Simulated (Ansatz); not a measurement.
Steps from a short run of molecular dynamics on a 2×2×1 supercell (12 atoms) of WSe₂ (CdI2 type), relaxed with r2SCAN+rVV10; forces from r2SCAN in Ansatz, 3×3×2 mesh, Fermi-Dirac smearing of 0.026 eV, Langevin thermostat and barostat (NPT), set at 300 K. Classical nuclei, no spin polarisation; a few dozen steps show the first response, not equilibrium. The structure comes from a prototype and may be hypothetical.

Q: At 2 fs the positions in Å are
```
cell (Å): 6.632 0.000 0.000; -3.316 5.744 0.000; 0.000 0.000 6.521
W   -0.001  -0.001   0.003
Se   0.002   1.918   1.673
Se   1.656   0.954   4.842
W   -1.659   2.871  -0.003
Se  -1.664   4.790   1.672
Se   0.001   3.836   4.846
W    3.315   0.000   0.002
Se   3.319   1.913   1.677
Se   4.973   0.955   4.837
W    1.662   2.872   0.003
Se   1.654   4.791   1.679
Se   3.319   3.826   4.842
```
What are the forces, and how far does the free energy (smearing included) lie above that of step 0, with the atoms on their sites?

A: 0.0 meV an atom; forces in eV/Å:
```
cell (Å), as above: 6.632 0.000 0.000; -3.316 5.744 0.000; 0.000 0.000 6.521
W   -0.054  -0.010  -0.113
Se  -0.023  -0.014  -0.058
Se  -0.003   0.052   0.143
W   -0.043  -0.022  -0.026
Se   0.038  -0.053  -0.025
Se   0.011  -0.078   0.093
W    0.012   0.083  -0.074
Se  -0.016   0.034  -0.069
Se   0.013   0.020   0.184
W    0.066   0.009  -0.078
Se   0.031  -0.050  -0.088
Se  -0.031   0.030   0.110
```

Q: At 4 fs the positions in Å are
```
cell (Å): 6.636 0.000 0.000; -3.318 5.747 0.000; 0.000 0.000 6.525
W   -0.002  -0.002   0.007
Se   0.004   1.923   1.670
Se   1.656   0.952   4.845
W   -1.661   2.872  -0.006
Se  -1.670   4.798   1.668
Se   0.003   3.845   4.852
W    3.315  -0.001   0.004
Se   3.324   1.913   1.679
Se   4.975   0.954   4.835
W    1.666   2.874   0.006
Se   1.650   4.801   1.682
Se   3.322   3.826   4.843
```
What are the forces, and how far does the free energy (smearing included) lie above that of step 0, with the atoms on their sites?

A: 0.1 meV an atom; forces in eV/Å:
```
cell (Å), as above: 6.636 0.000 0.000; -3.318 5.747 0.000; 0.000 0.000 6.525
W   -0.113  -0.022  -0.223
Se  -0.042  -0.020  -0.046
Se  -0.011   0.094   0.205
W   -0.088  -0.038  -0.040
Se   0.076  -0.113   0.025
Se   0.021  -0.150   0.121
W    0.038   0.168  -0.143
Se  -0.030   0.068  -0.084
Se   0.015   0.030   0.290
W    0.126   0.028  -0.139
Se   0.063  -0.106  -0.118
Se  -0.055   0.060   0.153
```

Q: At 6 fs the positions in Å are
```
cell (Å): 6.643 0.000 0.000; -3.322 5.753 0.000; 0.000 0.000 6.531
W   -0.003  -0.003   0.010
Se   0.006   1.928   1.667
Se   1.656   0.951   4.850
W   -1.664   2.873  -0.008
Se  -1.678   4.808   1.664
Se   0.004   3.856   4.858
W    3.317  -0.002   0.005
Se   3.331   1.914   1.682
Se   4.980   0.954   4.835
W    1.671   2.878   0.009
Se   1.648   4.812   1.686
Se   3.328   3.827   4.847
```
What are the forces, and how far does the free energy (smearing included) lie above that of step 0, with the atoms on their sites?

A: 0.4 meV an atom; forces in eV/Å:
```
cell (Å), as above: 6.643 0.000 0.000; -3.322 5.753 0.000; 0.000 0.000 6.531
W   -0.180  -0.030  -0.327
Se  -0.056  -0.019  -0.056
Se  -0.015   0.141   0.272
W   -0.126  -0.046  -0.059
Se   0.123  -0.181   0.059
Se   0.024  -0.233   0.176
W    0.069   0.251  -0.199
Se  -0.048   0.104  -0.129
Se   0.017   0.045   0.408
W    0.182   0.051  -0.190
Se   0.088  -0.166  -0.164
Se  -0.075   0.083   0.210
```

Q: At 8 fs the positions in Å are
```
cell (Å): 6.651 0.000 0.000; -3.325 5.760 0.000; 0.000 0.000 6.539
W   -0.004  -0.005   0.012
Se   0.007   1.934   1.665
Se   1.656   0.950   4.857
W   -1.667   2.874  -0.010
Se  -1.687   4.818   1.661
Se   0.006   3.869   4.864
W    3.319  -0.002   0.007
Se   3.338   1.915   1.685
Se   4.985   0.954   4.835
W    1.677   2.882   0.012
Se   1.647   4.825   1.690
Se   3.333   3.830   4.850
```
What are the forces, and how far does the free energy (smearing included) lie above that of step 0, with the atoms on their sites?

A: 1.2 meV an atom; forces in eV/Å:
```
cell (Å), as above: 6.651 0.000 0.000; -3.325 5.760 0.000; 0.000 0.000 6.539
W   -0.252  -0.037  -0.420
Se  -0.072  -0.025  -0.072
Se  -0.018   0.190   0.342
W   -0.164  -0.048  -0.092
Se   0.178  -0.241   0.076
Se   0.020  -0.323   0.245
W    0.107   0.321  -0.252
Se  -0.067   0.142  -0.176
Se   0.013   0.060   0.525
W    0.237   0.084  -0.242
Se   0.104  -0.225  -0.217
Se  -0.087   0.100   0.281
```

Q: At 12 fs the positions in Å are
```
cell (Å): 6.659 0.000 0.000; -3.330 5.767 0.000; 0.000 0.000 6.547
W   -0.007  -0.007   0.016
Se   0.010   1.946   1.657
Se   1.656   0.946   4.867
W   -1.671   2.872  -0.014
Se  -1.702   4.833   1.654
Se   0.009   3.891   4.868
W    3.320  -0.003   0.010
Se   3.348   1.914   1.688
Se   4.991   0.954   4.832
W    1.685   2.887   0.014
Se   1.644   4.844   1.697
Se   3.337   3.831   4.851
```
What are the forces, and how far does the free energy (smearing included) lie above that of step 0, with the atoms on their sites?

A: 3.5 meV an atom; forces in eV/Å:
```
cell (Å), as above: 6.659 0.000 0.000; -3.330 5.767 0.000; 0.000 0.000 6.547
W   -0.416  -0.039  -0.587
Se  -0.091  -0.067  -0.029
Se  -0.033   0.279   0.390
W   -0.245  -0.039  -0.179
Se   0.290  -0.357   0.148
Se   0.013  -0.491   0.357
W    0.196   0.431  -0.343
Se  -0.109   0.225  -0.200
Se   0.017   0.091   0.675
W    0.328   0.165  -0.329
Se   0.133  -0.338  -0.273
Se  -0.084   0.140   0.368
```

Q: At 14 fs the positions in Å are
```
cell (Å): 6.661 0.000 0.000; -3.331 5.769 0.000; 0.000 0.000 6.549
W   -0.008  -0.009   0.018
Se   0.011   1.953   1.651
Se   1.654   0.944   4.871
W   -1.672   2.870  -0.016
Se  -1.709   4.839   1.650
Se   0.010   3.901   4.869
W    3.321  -0.003   0.010
Se   3.352   1.913   1.688
Se   4.991   0.953   4.829
W    1.690   2.889   0.015
Se   1.643   4.852   1.699
Se   3.337   3.829   4.851
```
What are the forces, and how far does the free energy (smearing included) lie above that of step 0, with the atoms on their sites?

A: 4.9 meV an atom; forces in eV/Å:
```
cell (Å), as above: 6.661 0.000 0.000; -3.331 5.769 0.000; 0.000 0.000 6.549
W   -0.496  -0.052  -0.664
Se  -0.092  -0.093   0.005
Se  -0.038   0.316   0.395
W   -0.303  -0.029  -0.218
Se   0.351  -0.408   0.188
Se   0.002  -0.576   0.389
W    0.229   0.484  -0.378
Se  -0.128   0.266  -0.189
Se   0.024   0.115   0.734
W    0.380   0.204  -0.359
Se   0.142  -0.393  -0.277
Se  -0.073   0.166   0.375
```
